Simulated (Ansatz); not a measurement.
Given:

P:
```
CELL_PARAMETERS angstrom
      1.65018    -5.50860     0.00000
      1.65018     5.50860     0.00000
      0.00000     0.00000     4.55658
ATOMIC_POSITIONS crystal
  P  0.40460 0.59540 0.58847
  P  0.59540 0.40460 0.41153
  P  0.90460 0.09540 0.91153
  P  0.09540 0.90460 0.08847
```

This is the r²SCAN-relaxed structure. x, y and z are the axes in which the lattice vectors are written.

Task: All from plane-wave PAW r²SCAN (Ansatz code), unless another level is named. Give the band gap.

Result: 0.25 eV (direct).

Task: And the valence-band maximum?

Result: at Y (k = 0.500, 0.500, 0.000).

Space group Cmce (black phosphorus). The cell was relaxed with r²SCAN under the symmetry of its start. A crystal of weakly bound layers computed without a dispersion correction: the cell and the soft elastic constants depend strongly on that.

Potentials: the later of the program's two PAW sets.
